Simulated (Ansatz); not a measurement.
**Cold compression of SbMo (rocksalt type)**

```
CELL_PARAMETERS angstrom
0.00000 2.70888 2.70888
2.70888 0.00000 2.70888
2.70888 2.70888 0.00000
ATOMIC_POSITIONS crystal
Mo 0.00000 0.00000 0.00000
Sb 0.50000 0.50000 0.50000
```

The cell comes from a relaxation on PAW files under the same functional, begun from a prototype that needn't be the stable phase.

Its volume is scaled at fixed shape and fractional positions.

All numbers are LDA results (scalar-relativistic) from Ansatz 0.2.0, with a Γ-centred 13×13×13 k mesh, Fermi–Dirac smearing of 0.1 eV, no spin polarisation. Methods: LAPW: all electrons, basis error target 1 meV/atom; PAW: frozen-core files, cutoff 420 eV; crystal datasets: all electrons, by PAW datasets that the program makes for each cell; norm-conserving: pseudopotentials, cutoff 1143 eV.

Energies are extrapolated to zero smearing and count from the unscaled cell; pressure is positive in compression; gaps take the mesh and a band path. No temperature or zero-point motion is included.

Spin–orbit coupling is left out, which matters for the heavy atoms. The PAW files were made under PBE. The structure type is held throughout; the real material can change phase at far lower pressure.

| V/V0 | V (Å³/atom) | P LAPW (GPa) | ΔE LAPW (eV/atom) | P PAW − LAPW (GPa) | ΔE PAW − LAPW (meV/atom) |
| --- | --- | --- | --- | --- | --- |
| 1.00 | 19.88 | 0.05 | 0.000 | -0.05 | 0.0 |
| 0.90 | 17.89 | 19.48 | 0.107 | -0.07 | -0.7 |
| 0.80 | 15.90 | 53.6 | 0.537 | -0.10 | -1.7 |
| 0.70 | 13.91 | ? | 1.542 | -0.12 | -3.0 |
| 0.60 | 11.93 | 229.6 | 3.599 | -0.27 | -5.2 |
| 0.50 | 9.94 | 458.2 | 7.693 | -0.60 | -10.4 |
| 0.40 | 7.95 | 965.6 | 16.076 | -1.94 | -23.2 |

Q: Fill in "P LAPW (GPa)" for the row "0.70".

A: 114.9.

Q: Fit the Vinet equation to the LAPW pressures over the whole range, with residuals weighted by 1/(|P| + 0.03·Pmax).

A: V0 = 19.91 Å³/atom, B0 = 138 GPa and B0′ = 4.94, and the fit misses no point by more than 9.1 GPa. A fit over so wide a range pins B0 less well than one near rest.

Q: At the smallest volume, how far do crystal datasets and norm-conserving lie from LAPW in pressure?

A: crystal datasets: 0.00 GPa; norm-conserving: +16.01 GPa, on a LAPW pressure of 965.6 GPa.

Q: How do the Löwdin populations by LAPW change from the unscaled cell to the last row?

A: Mo 4s 1.96 → 1.78, Mo 5s 0.48 → 0.45, Mo 4p 5.98 → 5.84, Mo 4d 5.68 → 7.50, Sb 4s 1.98 → 1.91, Sb 5s 1.50 → 1.00, Sb 4p 5.99 → 5.95, Sb 5p 3.35 → 2.41, Sb 4d 9.99 → 9.96 electrons an atom. These are projections on the shells that the free atoms fill; 0.09 e a cell lies outside them at the start and 0.22 e at the end.
